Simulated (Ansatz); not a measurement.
A generator proposed this cell of In4Sb3As.

Space group P-4m2 (No. 115). a = 4.244 Å, b = 4.244 Å, c = 12.003 Å, α = 90.00°, β = 90.00°, γ = 90.00°
```csv
atom,site,symmetry,x,y,z
In,2g,2mm.,0.5000,0.0000,0.8750
In,2g,2mm.,0.5000,0.0000,0.3750
Sb,1a,-4m2,0.0000,0.0000,0.0000
Sb,2f,2mm.,0.5000,0.5000,0.2500
As,1d,-4m2,0.0000,0.0000,0.5000
```

These are results of Ansatz 0.2.0, DFT PBE, scalar-relativistic, plane waves, PAW, not measurements. Cutoff 420 eV; k points 4×4×2 on the computed 8-atom cell (Γ-centred); Gaussian smearing, width 0.10 eV; no spin polarisation.

The zero of energy is the elements' standard structures at the same level; no fitted shifts are applied.

Problem. What does a single point on this coarse mesh give?

Solution. The pressure is 18.5 GPa (the mean over three directions, positive in compression), the largest force is 1.63 eV/Å, and the energy is +0.26 eV/atom against the elements. The shortest distance is 2.60 Å.

Problem. Is it a good guess?

Solution. A rough one: relaxing gains about 0.40 eV/atom (the start's value is from the coarse mesh, so the gain is rough) in 11 ionic steps and ends at −0.14 eV/atom on the finer mesh. The symmetry stays P-4m2 (No. 115). The volume per atom grows by 28.5 %, from 27.0 to 34.7 Å³. The shortest distance goes from 2.60 Å (In–As and In–Sb) to 2.74 Å (In–As). Conventional cell: a = 4.617 Å, c = 13.030 Å. In on its first site is surrounded by 4 Sb at 2.85–2.86 Å; around Sb on a site of symmetry -4m2 lie 4 In at 2.86 Å; As has 4 In at 2.74 Å; 2 more sites not described.

The last run used an 8×8×4 mesh (in the run's order of axes) for its 8-atom cell and Gaussian smearing of 0.10 eV. Spin–orbit coupling, which can matter for Sb, is left out. The reference form of As is held partly by dispersion forces, which this level lacks. The relaxation can't lower the symmetry of the start, and the grade says only how near the guess is to its own end. Symmetry constrained the relaxation, so the result can be a saddle point.
